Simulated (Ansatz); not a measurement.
Tl: pressure against volume

Tl, P6_3/mmc, a = 3.456 Å, c = 11.350 Å. Ansatz: PBE+D3(BJ), PAW, 420 eV, Γ-centred 15×15×4 mesh on 4 atoms, Gaussian smearing 0.10 eV; no spin polarisation. Shape and atoms are relaxed at each volume; pressure is positive in compression.

| V (Å³/atom) | P (GPa) |
| --- | --- |
| 25.833 | ? |
| 26.714 | 4.03 |
| 27.594 | 2.42 |
| 28.475 | 1.09 |
| 29.356 | 0.00 |
| 30.236 | -0.90 |
| 31.117 | -1.64 |
| 32.291 | -2.42 |

**Question.** Take V0 = 29.356 Å³/atom, fit the third-order Birch–Murnaghan form to the other rows, and predict the missing pressure.

**Answer.** With the Eulerian strain f = ½[(V0/V)^(2/3) − 1] and y = P/[3f(1 + 2f)^(5/2)], the form is the line y = B0 + 1.5 B0 (B0′ − 4) f. Rows (f, y): 0.03245, 35.4; 0.02106, 34.5; 0.01026, 33.7; -0.00975, 32.3; -0.01905, 31.6; -0.03078, 30.7. Means f = 0.0006983, y = 33.033; Σ(Δf)² = 0.003004, ΣΔfΔy = 0.2208; the slope is their ratio. y = 32.98 + 73.50 f GPa, so B0 = 33.0 GPa and B0′ = 4 + 2 × (73.50)/(3 × 32.98) = 5.49. At V = 25.833, f = 0.04448, y = 36.25 and P = 5.99 GPa. The run gave 5.99 GPa, the same to the digits shown.

Spin–orbit coupling is left out, which can shift energies with elements as heavy as these.